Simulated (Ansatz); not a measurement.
FePt (L1₀ or tetragonal B2, P4/mmm) under volume change, DFT-PBE in the program Ansatz with PAW potentials, shape and atoms relaxed at each volume.

| V (Å³/atom) | E − E(relaxed) (meV/atom) | P (GPa) |
|---|---|---|
| 12.753 | … | … |
| 13.174 | 36.4 | 14.81 |
| 13.594 | … | … |
| 14.014 | 0.0 | 0.01 |
| 14.435 | 7.4 | -5.43 |
| 14.855 | 27.7 | -9.95 |
| 15.276 | 59.0 | -13.82 |

Question: Some entries are withheld; supply them.

Answer: 
- 13.594, E − E(relaxed) (meV/atom): 8.5
- 13.594, P (GPa): 6.69
- 12.753, E − E(relaxed) (meV/atom): 87.6
- 12.753, P (GPa): 24.50

Question: What does a third-order Birch–Murnaghan fit give for V₀, B₀ and B′?

Answer: V₀ = 14.02 Å³/atom, B₀ = 201 GPa, B′ = 5.3.

Symmetry was held in the PBE relaxation. Spin order of the final state: ferromagnetic, chosen from 5 collinear starts compared on coarse meshes (ties went to the first, and starts can fall back to one state), not a proven ground state. Textbook magnetic order: ferromagnetic. Scalar-relativistic: spin–orbit coupling is off unless named, which matters more the heavier the elements.

Potentials: the later of the program's two PAW sets.
